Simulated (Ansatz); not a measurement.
## Trial structures of Dy2BiP3: starts and ends

Method: Ansatz 0.2.0, DFT PBE, scalar-relativistic, plane waves, PAW, and for the lanthanide a 4f-in-core norm-conserving potential. Settings: cutoff 630 eV, Γ-centred meshes spaced at most about 0.3 Å⁻¹, and about 0.25 Å⁻¹ or finer for metals (2π included), Gaussian smearing. No spin polarisation in the final relaxations.

Each guess was relaxed in cell and atoms at zero pressure, within the symmetry of its start. These are static total energies at zero pressure. Coordination counts P atoms around Bi and Dy (those within 1.25 times the shortest such distance or 1.15 times the sum of covalent radii, 1.27 where that leaves under three; a plus sign parts nearer from farther groups; the shortest distance is added where it exceeds 1.18 times the sum of covalent radii).

```csv
guess,made from,start group,V start (Å³/atom),end group,V end (Å³/atom),coordination at the end,gap on mesh (eV),E over the lowest end (meV/atom)
1,random cell,P6/mmm,41.8,P6/mmm,35.4,"Dy 3, Bi 12 from 4.8 Å",0,1053
2,Sr2Al3Ge type,P-6m2,30.5,P-6m2,22.7,"Dy 6+3, Bi 3",0,207
3,random cell,P6/mmm,25.8,?,?,?,?,?
4,YCo3B2 type,P6/mmm,22.5,P6/mmm,23.3,"Dy 6, Bi 12 from 3.7 Å",0,0
```

Guess 3 as it starts:

```
CELL_PARAMETERS angstrom
4.84395 0.00000 0.00000
-2.42198 4.19498 0.00000
0.00000 0.00000 7.60644
ATOMIC_POSITIONS crystal
Dy 0.00000 0.00000 0.71413
Dy 0.00000 0.00000 0.28587
Bi 0.00000 0.00000 0.00000
P 0.33333 0.66667 0.00000
P 0.66667 0.33333 0.00000
P 0.00000 0.00000 0.50000
```

Question: Fill in the missing row: what does this guess relax into, and where does it rank?

Answer: It ends in space group P6/mmm (No. 191), with a = 4.904 Å, c = 11.052 Å, 38.4 Å³/atom and no gap. It lies 1.34 eV/atom over the lowest end, above guess 1 and so the highest of the set. Counting P atoms around Bi and Dy, this end has Dy 1, Bi 6 and the lowest (guess 4) has Dy 6, Bi 12 from 3.7 Å.

```
CELL_PARAMETERS angstrom
4.90431 0.00000 0.00000
-2.45216 4.24726 0.00000
0.00000 0.00000 11.05170
ATOMIC_POSITIONS crystal
Dy 0.00000 0.00000 0.72522
Dy 0.00000 0.00000 0.27478
Bi 0.00000 0.00000 0.00000
P 0.33333 0.66667 0.00000
P 0.66667 0.33333 0.00000
P 0.00000 0.00000 0.50000
```

The zero of energy is the elements' standard structures at the same level; no fitted shifts are applied. The references include black phosphorus.

Question: Is the lowest end bound against the elements?

Answer: Yes: its formation energy is −0.61 eV/atom. A negative formation energy is needed for stability but isn't enough: competing phases decide.

Spin–orbit coupling, which can matter for Bi, is left out. The reference form of P is held partly by dispersion forces, which this level lacks. Cells relaxed within their symmetry can be saddle points. A lower structure may well exist outside this small set. Some candidate types were left out of the draw beforehand, so a known form may be missing.

The lanthanide is trivalent by construction, without f bands, f moments or other valences. The reference runs of the other elements, and any phases without the lanthanide, used 420 eV, which shifts energies against them by under 10 meV/atom. The lanthanide's reference is the lowest of its hcp, dhcp and fcc cells.
